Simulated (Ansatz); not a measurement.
Data:

LiH:
```cif
data_H4Li4
_chemical_formula_sum 'Li4 H4'
_space_group_name_H-M_alt 'Fm-3m'
_space_group_IT_number 225
_space_group_name_Hall '-F 4 2 3'
_cell_length_a 4.00680
_cell_length_b 4.00680
_cell_length_c 4.00680
_cell_angle_alpha 90.000
_cell_angle_beta 90.000
_cell_angle_gamma 90.000
loop_
_atom_site_label
_atom_site_type_symbol
_atom_site_symmetry_multiplicity
_atom_site_Wyckoff_symbol
_atom_site_fract_x
_atom_site_fract_y
_atom_site_fract_z
_atom_site_occupancy
Li1 Li 4 a 0.00000 0.00000 0.00000 1
H1 H 4 b 0.50000 0.50000 0.50000 1
```
(The calculation used a cell of 2 atoms; values per cell refer to that cell.)

This is the PBE-relaxed structure.

Problem. All from plane-wave PAW PBE (Ansatz code), unless another level is named. Predict the band gap.

Solution. 2.98 eV (direct).

Problem. Next, the hole effective mass?

Solution. 0.15, 4.0, 4.0 mₑ (principal values).

Problem. And the weight of the conduction-edge state by species (Voronoi cells)?

Solution. Li 53 %, H 47 %.

Symmetry was held in the PBE relaxation; phonons on a q-mesh show no instability.

Potentials: the later of the program's two PAW sets.
